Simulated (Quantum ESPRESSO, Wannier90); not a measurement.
## Wannierisation of ZnCdS$_{2}$ (P-4m2)

```
ZnCdS2
1.0
    3.95435     0.00000     0.00000
    0.00000     3.95435     0.00000
    0.00000     0.00000     5.71912
Zn Cd S
1 1 2
Direct
  0.00000   0.00000   0.50000
  0.50000   0.50000   0.00000
  0.50000   0.00000   0.27642
  0.00000   0.50000   0.72358
```

Cell from Materials Project (mp-971712), symmetrised, no further relaxation. Not found in the COD (Crystallography Open Database) copy used; not checked further. Computed values, not measurements, from PBEsol: Quantum ESPRESSO (norm-conserving PseudoDojo potentials, cutoff 82 Ry, no spin polarisation, no spin-orbit coupling) on a Γ-centred 4×4×4 mesh, then Wannier90. Density: 8×8×6 mesh, cold smearing 0.01 Ry.

Functional, cutoff and mesh named above are those of the base row (4×4×4); the first column says what each row takes instead. Model: 16 functions from bands 9-10,21-48, start hydrogen-like Zn: s;p; Cd: s;p; S: s;p, centres 0.05 Å off the atoms, frozen window tied to the conduction edge or Fermi level of each row, as listed, which moves Ω_I and hoppings a little by itself. Energies are relative to the valence-band maximum; the misfit is to pw.x on a path, for states up to 2.3 eV relative to the valence-band maximum. Only the mesh of Bloch states changes. The disentangled Ω_I can sit in another minimum from row to row.

| mesh | frozen to (eV) | Ω_I (Å²) | rms misfit (meV) | k-points (cost) | rough cost of nscf and overlaps (first row = 1) |
|---|---|---|---|---|---|
| 2×2×2 | 2.80 | 18.58 | 68 | 8 | 1.0 |
| 3×3×3 | 2.80 | 22.03 | 67 | 27 | 2.9 |
| 4×4×4 | 2.80 | 24.04 | 10 | 64 | 7 |
| 5×5×5 | 2.80 | 25.15 | 12 | 125 | 13 |
